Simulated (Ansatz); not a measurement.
Relaxed Ta (bcc, W type):

```xyz
2
Lattice="-3.2819 3.2819 3.2819 1.6410 -1.6410 1.6410 1.6410 1.6410 -1.6410" Properties=species:S:1:pos:R:3 pbc="T T T"
Ta     0.0000     0.0000     0.0000
Ta    -1.6410     1.6410     1.6410
```

In each cell atom 1 (Ta, nearest neighbour Ta at 2.842 Å; its periodic images, 2.8 Å or more away, move with it) moves by s·(-0.577, -0.577, -0.577) (towards the nearest neighbour), the rest being held.

These are PBEsol (plane waves to 420 eV, PAW, scalar-relativistic; Ansatz, a program for electronic structure) values and carry that method's errors. k mesh 8×16×16 (Γ-centred), Fermi-Dirac smearing 0.05 eV. The energy includes the smearing's −TS. With partly filled bands, energies and forces of such displacements shift with the k mesh and the smearing. F∥ is the force on the atom along that direction. Spin-orbit coupling is left out, though Ta is heavy. Ta is run without spin polarisation. Ta was relaxed with its symmetry unable to fall. The PAW data are Ansatz's earlier set. ΔE is measured from the undisplaced structure.

Question: What ΔE (eV/cell) and F∥ (eV/Å) does the calculation give at s (Å) = -0.280, -0.224, -0.168, -0.112, -0.056, 0.056, 0.112, 0.224?

Answer: 
```csv
s (Å),ΔE (eV/cell),F∥ (eV/Å)
-0.280,0.312,2.438
-0.224,0.192,1.860
-0.168,0.103,1.319
-0.112,0.043,0.823
-0.056,0.010,0.372
0.056,0.010,-0.372
0.112,0.043,-0.823
0.224,0.192,-1.860
```

(For displaced atoms, the force is minus the slope of the energy, and its curvature is a force constant, which sets phonon frequencies.)
